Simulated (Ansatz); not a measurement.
GePdS₃:
```
GePdS3
1.0
    7.14700     1.73178     0.00000
   -7.14700     1.73178     0.00000
   -2.65353     0.00000     8.74485
Ge Pd S
2 2 6
Direct
  0.08537   0.91463   0.30674
  0.91463   0.08537   0.69326
  0.38665   0.61335   0.02796
  0.61335   0.38665   0.97204
  0.62864   0.37136   0.46549
  0.37136   0.62864   0.53451
  0.17633   0.82367   0.14483
  0.82367   0.17633   0.85517
  0.92306   0.07694   0.20693
  0.07694   0.92306   0.79307
```

Relaxed with r²SCAN+D4. Independent-particle spectrum: no excitons, no local fields, no scissors shift; 0.1 eV broadening; ε₁ of the summed bands alone.

Tabulate the dielectric function from the program Ansatz at the r²SCAN+D4 level (PAW).



```tsv
E (eV)	ε₁ xx	ε₂ xx	ε₁ yy	ε₂ yy	ε₁ zz	ε₂ zz
0.0	6.39	0.00	9.41	0.00	8.69	0.00
0.4	6.44	0.00	9.50	0.00	8.78	0.00
0.8	6.59	0.00	9.79	0.00	9.09	0.00
1.2	6.89	0.00	10.36	0.00	9.73	0.00
1.6	7.55	0.01	11.41	0.00	11.17	0.01
2.0	8.45	1.27	13.64	0.53	14.79	2.63
2.4	8.76	2.21	17.46	2.38	10.76	9.18
2.8	10.23	3.26	20.28	14.15	8.07	7.76
3.2	7.12	5.14	1.82	17.98	6.95	8.90
3.6	5.81	5.39	0.49	9.57	3.36	4.64
4.0	4.06	5.13	0.45	8.96	5.30	4.60
4.4	4.29	4.77	1.79	3.86	8.71	6.04
4.8	3.83	4.36	5.00	3.80	5.92	9.29
5.2	5.33	4.84	5.93	5.82	1.26	6.93
5.6	2.70	4.22	2.96	10.72	3.09	6.05
6.0	3.38	3.90	2.28	8.22	4.04	6.17
6.4	4.07	4.40	1.97	8.35	2.37	6.17
6.8	3.10	5.33	-1.24	8.53	3.24	8.06
7.2	3.46	4.60	-1.67	5.88	0.84	7.79
7.6	3.41	5.13	-0.17	4.24	-1.19	7.38
8.0	2.64	6.08	-0.24	5.13	-1.15	6.23
8.4	1.03	6.59	-0.26	5.56	-1.35	4.64
8.8	0.34	5.06	-1.60	5.33	-1.33	4.39
9.2	0.32	5.41	-1.71	4.10	-0.24	4.11
9.6	-0.31	4.54	-1.41	3.56	-0.85	4.25
10.0	-0.77	4.44	-1.56	3.20	-1.34	3.98
10.4	-0.35	3.73	-0.97	2.49	-1.38	3.43
10.8	-0.79	3.85	-0.76	2.67	-1.26	2.54
11.2	-1.23	3.43	-0.76	2.59	-0.71	2.68
11.6	-1.21	2.74	-0.67	2.52	-0.89	2.70
12.0	-1.09	2.29	-0.67	2.69	-1.19	2.72
```

From ε at 2.3 eV (xx: 8.57 + 1.58i), find n, k, the normal reflectivity and the absorption coefficient.

n = 2.94, k = 0.269, R = 25 %, α = 2kE/ħc = 63000 cm⁻¹.

With all bands, ε∞ without local fields is 6.51 (xx), 9.51 (yy), 8.79 (zz).

Space group C2/m. The workflow started from a Materials Project entry (that database holds measured and hypothetical structures alike); the Crystallography Open Database copy checked does not list it. Its standing as an ambient phase is unchecked. Symmetry was held in the r²SCAN+D4 relaxation; whether a distortion lowers the energy is not shown. No spin polarisation was allowed. Scalar-relativistic: spin–orbit coupling is off unless named, which matters more the heavier the elements.

Potentials: the later of the program's two PAW sets.
